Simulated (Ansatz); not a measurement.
**EuN (zincblende structure)**

Computed with Ansatz (plane waves, PAW, 420 eV cutoff): PBEsol, scalar-relativistic, collinear spin, 10×10×10 k-mesh, Gaussian smearing of 0.05 eV. The datasets are Ansatz's generated set soft_2.

```yaml
crystal:
  lattice:
    - [0.00000, 2.65240, 2.65240]
    - [2.65240, 0.00000, 2.65240]
    - [2.65240, 2.65240, 0.00000]
  atoms:
    - { symbol: Eu, position: [0.00000, 0.00000, 0.00000] }
    - { symbol: N, position: [0.25000, 0.25000, 0.25000] }
```

This is a trial structure; measured cells of the compound in the Crystallography Open Database are in space group Fm-3m (rock salt).

Magnetic state: ferromagnetic, site spin moments Eu 6.03; N -0.37 μB.

Cell and atoms are those of this level's equilibrium.

The cell has space group F-43m (read at 0.01 Å). In it the stress is -0.01, -0.01, -0.01, 0.00, 0.00, 0.00 GPa and the largest force component 0.000 eV/Å. Each change below starts from this cell, without further relaxation. Stress is in GPa, positive in compression, in the order xx, yy, zz, yz, xz, xy; energies are counted from the cell above and are free energies with the smearing's entropy, which match forces and stress in a metal.

Question: What happens when atom 2 (N) is moved by 0.12 Å along z?

Answer: The energy changes by 47.7 meV per cell, and the force on it along the shift is -0.797 eV/Å (−F/u = 6.64 eV/Å²). Stress: 0.84, 0.84, -0.04, 0.00, 0.00, -3.19. Spin moments: Eu 6.00; N -0.36 μB.
```
atom  Fx (eV/Å)     Fy      Fz
 Eu1      0.000  0.000   0.797
  N2      0.000  0.000  -0.797
```
In a harmonic crystal the energy would rise by −½F·u = ½ × 6.64 × 0.12² eV = 47.8 meV, which matches.

Question: What stress follows from an engineering strain of 3 % in yz, atoms carried along?

Answer: 0.05, 0.07, 0.07, -1.84, 0.00, 0.00 GPa; the energy changes by 6.4 meV per cell.
| atom | Fx (eV/Å) | Fy | Fz |
| --- | --- | --- | --- |
| Eu1 | 0.184 | 0.000 | 0.000 |
| N2 | -0.184 | 0.000 | 0.000 |
The change of the stress over the strain gives a clamped-atom stiffness of about 61 GPa for this component.
In a harmonic crystal the energy would rise by V(½Cε² − σ₀ε), with σ₀ the stress of the unstrained cell, = 6.4 meV, which matches.

Without a U the 4f levels of Eu lie too near the Fermi level, so their share of the states there, and what hangs on it, is overstated. No spin–orbit coupling, a notable omission for heavy elements. The run wasn't fully tested for a lower electronic state. Site moments are of spin, integrated over atomic spheres. For an f⁶ shell, the formal count of Eu here, Hund's rules give L = S = 3 and J = 0, a non-magnetic ion. Spin-polarised DFT, with or without U, favours a large spin moment instead, a known failure, so moments and magnetic energies here aren't predictions. Only parallel moments were tried, so the real magnetic order may be another.
